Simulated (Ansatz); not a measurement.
Relaxed candidate structures of Al:

A. P4₃2₁2 (No. 96), tP12; a = 5.068 Å, b = 5.068 Å, c = 8.151 Å, α = 90.00°, β = 90.00°, γ = 90.00°; Al 4a (0.141, 0.141, 0.500); Al 8b (0.258, 0.135, 0.162)

B. P6/mmm (No. 191), hP3; a = b = 4.5469 Å, c = 2.7588 Å, α = β = 90.00°, γ = 120.00°; Al 1a (0.000, 0.000, 0.000); Al 2d (0.333, 0.667, 0.500)

C. Cmmm (No. 65), oS2; a = 2.752 Å, b = 4.750 Å, c = 2.816 Å, α = β = γ = 90.00°; close to P6/mmm at 0.1 Å; Al 2b (0.000, 0.500, 0.000)

D. P6₃/mmc (No. 194), hP2, hcp (Mg type); a = 2.818 Å, b = 2.818 Å, c = 4.657 Å, α = 90.00°, β = 90.00°, γ = 120.00°; Al 2c (0.333, 0.667, 0.250)

E. I4/mmm (No. 139), tI2, AFLOW prototype A_tI2_139_a (A_a); a = b = 3.4310 Å, c = 2.7792 Å, α = β = γ = 90.00°; Al 2b (0.000, 0.000, 0.500)

F. Fm-3m (No. 225), cF4, fcc (Cu type); a = 3.993 Å, b = 3.993 Å, c = 3.993 Å, α = 90.00°, β = 90.00°, γ = 90.00°; Al 4b (0.500, 0.500, 0.500)

Task: Put the candidates in order of energy per atom, lowest first, for r2SCAN (plane waves to 500 eV, PAW, scalar-relativistic; Ansatz, a first-principles code).

Result: F (reference, the lowest among the structures calculated here), D (+0.04 eV/atom), E (+0.10 eV/atom), B (+0.14 eV/atom), A (+0.21 eV/atom), C (+0.29 eV/atom)

Probably no minimum, since a slightly shaken restart fell lower: P6/mmm, hP3 (by 0.14 eV/atom, to Fm-3m). 1 run with a doubtful electronic state, a coarser numerical grid, an end not at rest or a source that can't be used is left out. Each run could gain symmetry but not lose that of its start, so entries can be saddle points. From databases, or of a type measured for this composition: Fm-3m, cF4, fcc (Cu type); the others are generated cells (placed on structure types, drawn at random, substituted or restacked) that were not matched to a known phase here. Energies are at zero temperature and pressure, without zero-point motion. Each cell has its own k-point mesh; energy differences are given only to the digits this allows. No spin polarisation in the result.
